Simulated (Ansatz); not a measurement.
Input:

Starting cell, Se (trigonal-Se type, space group P3_121):

```xyz
3
Lattice="4.5297 0.0000 0.0000 -2.2648 3.9228 0.0000 0.0000 0.0000 5.0429" Properties=species:S:1:pos:R:3 pbc="T T T"
Se     0.9893     0.0000     4.2024
Se    -0.4946     0.8567     0.8405
Se     1.7702     3.0661     2.5214
```

In this cell atom 2 (Se, nearest neighbour Se at 2.400 Å; its periodic images, 4.5 Å or more away, move with it) is moved by u·(1.000, 0.000, 0.000) + v·(0.000, 1.000, 0.000); the rest is frozen.

Computed with PBE (plane waves to 420 eV, PAW, scalar-relativistic; Ansatz, an electronic-structure program). k mesh 7×7×5 (Γ-centred), Fermi-Dirac smearing 0.05 eV. E stands for the smeared free energy. As the smearing reaches across the gap at some points, energies and forces of such displacements shift with the k mesh and the smearing. Se was relaxed with its symmetry unable to fall. The zero of ΔE is the undisplaced structure. Axes are in Å.

The scan covers u from -0.600 to 0.600 Å in 5 points and v from -0.600 to 0.600 Å in 5 points.

Problem. In which direction of the plane is the atom held most weakly?

Solution. 30° from u towards v.

Problem. Is the undisplaced position a minimum, a maximum or a saddle of this map?

Solution. A minimum.

Problem. What are the two principal curvatures of the energy at the centre?

Solution. 2.9 and 7.4 eV/Å².

(A displaced cell: forces are minus the slopes of the energy, force constants its curvatures, and phonons follow from these.)
